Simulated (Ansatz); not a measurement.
# Chalcopyrite alloy of ZnGeP2 and ZnSiP2 (12 of 16 Ge sites exchanged), 64 atoms

Ansatz, PAW, plane waves. PBEsol relaxation of cell lengths and atoms (angles held) at the single k point (¼, ¼, ¼) without its symmetry partners; single points on the relaxed atoms at the Γ point alone, onto which points of the small cell's zone fold. Arrangement: random. No spin–orbit coupling unless named.

Relaxed structure:

```xyz
64
Lattice="10.7429 -0.0001 0.0000 -0.0001 10.7418 0.0000 0.0000 0.0000 10.5077" Properties=species:S:1:pos:R:3 pbc="T T T"
Zn   10.7422   10.7394   10.5057
Zn   10.7306    5.3821    0.0166
Zn    5.3529   10.7332    0.0023
Zn    5.3593    5.3861    0.0197
Zn    0.0143    2.6877    2.6327
Zn    0.0005    8.0410    2.6287
Zn    5.3602    2.6836    2.6173
Zn    5.3605    8.0561    2.6022
Zn    2.6819   10.7192    7.8819
Zn    2.6837    5.3854    7.8973
Zn    8.0517   10.7247    7.8775
Zn    8.0730    5.3779    7.8969
Zn    2.6745    2.6716    5.2151
Zn    2.6635    8.0635    5.2585
Zn    8.0540    2.6869    5.2417
Zn    8.0545    8.0633    5.2746
Si    0.0164   10.7364    5.2486
Si   10.7383    5.3874    5.2371
Si    5.3637   10.7268    5.2442
Si    2.6818   10.7408    2.6173
Si    2.6736    5.3829    2.6102
Si    8.0672    5.3743    2.6105
Si    2.6864    2.6865    0.0168
Si    2.6820    8.0602   10.4962
Si    8.0570    2.6962    0.0024
Si    8.0618    8.0518   10.4905
Si    0.0018    8.0612    7.8715
Si    5.3726    8.0732    7.8889
Ge    5.3706    5.3935    5.2384
Ge    8.0625    0.0051    2.6221
Ge    0.0093    2.6986    7.8766
Ge    5.3690    2.6902    7.8824
P     1.4122    1.3397    1.3131
P     1.4161    6.7210    1.3026
P     6.7495    1.3671    1.2704
P     6.7993    6.7203    1.3080
P     1.3047    1.3055    6.5301
P     1.2563    6.7067    6.5673
P     6.6598    1.3041    6.5228
P     6.6659    6.7413    6.6179
P     3.9433    4.0299    1.3190
P     3.9356    9.3940    1.3026
P     9.3290    4.0189    1.3151
P     9.3528    9.3566    1.2746
P     4.0284    1.2509    3.9227
P     3.9805    6.6807    3.8908
P     9.4385    1.2959    3.9742
P     9.3830    6.6437    3.9366
P     1.3386    4.1217    3.9290
P     1.3360    9.4727    3.9257
P     6.7346    4.0773    3.8902
P     6.6803    9.4304    3.9573
P     1.3694    3.9907    9.2445
P     1.3324    9.3159    9.1867
P     6.7384    3.9970    9.2319
P     6.7062    9.3256    9.2005
P     4.0240    4.0269    6.5471
P     4.1015    9.3917    6.5652
P     9.4406    4.0624    6.5244
P     9.4865    9.4037    6.5626
P     3.9851    1.3851    9.2211
P     4.0309    6.8003    9.1935
P     9.3636    1.3912    9.2148
P     9.4106    6.7953    9.1880
```

Question: What are the mean bond lengths by pair (pairs within 1.2 times the sum of covalent radii, less contacts 15 % beyond the pair's median; cation–cation pairs of compounds aside; long ionic contacts are cut short by that bound)?

Answer: Ge–P 2.326 ± 0.003 Å (standard deviation, 16 bonds); P–Si 2.257 ± 0.006 Å (standard deviation, 48 bonds); P–Zn 2.345 ± 0.006 Å (standard deviation, 64 bonds).

Question: What gap lies between the top filled and the lowest empty level in the single points?

Answer: HSE06 1.98 eV (7.5 min on 7 threads of Neoverse-V2).
